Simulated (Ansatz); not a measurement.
Ga2O3:
```yaml
crystal:
  lattice:
    - [2.49229, 1.43893, 4.48012]
    - [-2.49229, 1.43893, 4.48012]
    - [0.00000, -2.87785, 4.48012]
  atoms:
    - { symbol: Ga, position: [0.85541, 0.85541, 0.85541] }
    - { symbol: Ga, position: [0.14459, 0.14459, 0.14459] }
    - { symbol: Ga, position: [0.64459, 0.64459, 0.64459] }
    - { symbol: Ga, position: [0.35541, 0.35541, 0.35541] }
    - { symbol: O, position: [0.75000, 0.44639, 0.05361] }
    - { symbol: O, position: [0.25000, 0.55361, 0.94639] }
    - { symbol: O, position: [0.05361, 0.75000, 0.44639] }
    - { symbol: O, position: [0.94639, 0.25000, 0.55361] }
    - { symbol: O, position: [0.44639, 0.05361, 0.75000] }
    - { symbol: O, position: [0.55361, 0.94639, 0.25000] }
```

Tensor components refer to the Cartesian frame of this cell.

Give the high-frequency dielectric tensor and the Born effective charge tensors of the independent atoms from DFPT, r²SCAN in the plane-wave PAW code Ansatz.


ε∞:
```
4.03  0.00  0.00
0.00  4.03  0.00
0.00  0.00  3.92
```
Z* of atom 1 (Ga), rows: field, columns: displacement, in e:
```
 3.30   0.05   0.00
-0.05   3.30   0.00
 0.00   0.00   3.25
```
Z* of atom 5 (O), rows: field, columns: displacement, in e:
```
-2.15   0.09  -0.32
 0.09  -2.26  -0.19
-0.45  -0.26  -2.17
```

Static charges for comparison (Bader): Ga1 +2.01, O5 -1.34 e. Born charges measure polarisation by displacement and can exceed these by far.

Space group R-3c (corundum). The r²SCAN relaxation kept the symmetry of its start; of distortions, only those at the zone centre were tested. Spin–orbit coupling is left out wherever it is not named.

Potentials: the earlier of the program's two PAW sets.
